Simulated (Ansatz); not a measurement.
Sn5Se8:
```yaml
crystal:
  lattice:
    - [7.82931, 0.00000, 0.00000]
    - [-3.91466, 6.78038, 0.00000]
    - [0.00000, 0.00000, 7.14109]
  atoms:
    - { symbol: Sn, position: [0.00000, 0.00000, 0.00000] }
    - { symbol: Se, position: [0.32999, 0.16500, 0.22838] }
    - { symbol: Se, position: [0.66667, 0.33333, 0.77989] }
    - { symbol: Sn, position: [0.50000, 0.50000, 0.00000] }
    - { symbol: Se, position: [0.83500, 0.67001, 0.22838] }
    - { symbol: Se, position: [0.16500, 0.83500, 0.77162] }
    - { symbol: Sn, position: [0.50000, 0.00000, 0.00000] }
    - { symbol: Se, position: [0.83500, 0.16500, 0.22838] }
    - { symbol: Se, position: [0.16500, 0.32999, 0.77162] }
    - { symbol: Sn, position: [0.00000, 0.50000, 0.00000] }
    - { symbol: Se, position: [0.33333, 0.66667, 0.22011] }
    - { symbol: Se, position: [0.67001, 0.83500, 0.77162] }
    - { symbol: Sn, position: [0.00000, 0.00000, 0.50000] }
```

Relaxed with r²SCAN.

Question: Give the Bader charges and basin volumes of the independent atoms, r²SCAN in the plane-wave PAW code Ansatz.

Answer: 

| atom | Bader charge (e) | Bader volume (Å³) |
|---|---|---|
| Sn1 | +1.25 | 17.4 |
| Se2 | -0.76 | 33.9 |
| Se3 | -0.68 | 36.9 |
| Sn4 | +1.22 | 18.5 |
| Sn13 | +1.00 | 24.3 |

Space group P-3m1. The start of the workflow was typed in or built on a structure type; neither database checked (COD, Materials Project) lists it. Its standing as an ambient phase is unchecked. Symmetry was held in the r²SCAN relaxation; whether a distortion lowers the energy is not shown. Spin–orbit coupling is left out wherever it is not named.

Potentials: the earlier of the program's two PAW sets. The files were generated under PBE; for other functionals the program regenerates the frozen cores, and for LDA and PBEsol the local potential too.
